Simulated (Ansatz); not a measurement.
A geometry of Sb away from equilibrium: step 2 of the relaxation of a relaxed Sb cell, doubled along one cell vector, shaken by Gaussian noise of σ = 0.08 Å a coordinate. Level of theory: PBE (plane waves to 420 eV, PAW, scalar-relativistic; Ansatz, a quantum-chemistry and plane-wave program). Γ-centred k-mesh 9×5×9 on the run's cell (coarser than for final values), Fermi–Dirac smearing 0.05 eV. The plane waves were selected for a different cell earlier on the path.

```yaml
crystal:
  lattice:
    - [2.17571, 1.25495, 3.73114]
    - [-4.40614, 2.50936, 7.49357]
    - [-0.01391, -2.53922, 3.74868]
  atoms:
    - { symbol: Sb, position: [0.22212, 0.10514, 0.24608] }
    - { symbol: Sb, position: [0.22828, 0.61089, 0.23381] }
    - { symbol: Sb, position: [0.74786, 0.37949, 0.78153] }
    - { symbol: Sb, position: [0.76307, 0.87537, 0.77974] }
```

Question: Give the Cartesian forces on all atoms (eV/Å).

Answer: 
| atom | Fx | Fy | Fz |
|---|---|---|---|
| Sb1 | -0.09 | 0.24 | 0.30 |
| Sb2 | 0.06 | -0.26 | 0.26 |
| Sb3 | 0.21 | 0.10 | -0.18 |
| Sb4 | -0.18 | -0.08 | -0.38 |

The path ends in R-3m (No. 166) (AFLOW prototype A_hR2_166_c (A7, as in As)). No spin polarisation in the result.
